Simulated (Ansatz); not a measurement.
Data:

MoS₂:
```xyz
3
Lattice="1.5766 0.9102 5.9981 -1.5766 0.9102 5.9981 0.0000 -1.8204 5.9981" Properties=species:S:1:pos:R:3 pbc="T T T"
Mo     0.0000     0.0000    17.9900
S      0.0000     0.0000     7.5581
S      0.0000     0.0000     4.4310
```

This is the PBE+D3(BJ)-relaxed structure. x, y and z are the axes in which the lattice vectors are written.

All from plane-wave PAW PBE+D3(BJ) (Ansatz code), unless another level is named. Predict the Hill bulk and shear moduli.

61.5 and 45.5 GPa.

Predict the highest zone-centre frequency (without LO–TO term).

463 cm⁻¹.

And the elastic constants (relaxed ions, GPa)?

C11 = 233, C12 = 57.0, C13 = 15.0, C14 = 5.6, C33 = 55.4, C44 = 22.8.

Give the piezoelectric stress constants (proper, relaxed ions, C/m²).

e15 = e24 = 0.05, e16 = e21 = 0.60, e22 = -0.60, e33 = 0.15.

Space group R3m. The cell was relaxed with PBE+D3(BJ) under the symmetry of its start; of distortions, only those at the zone centre were tested. The run is not spin-polarised.

Potentials: the later of the program's two PAW sets.
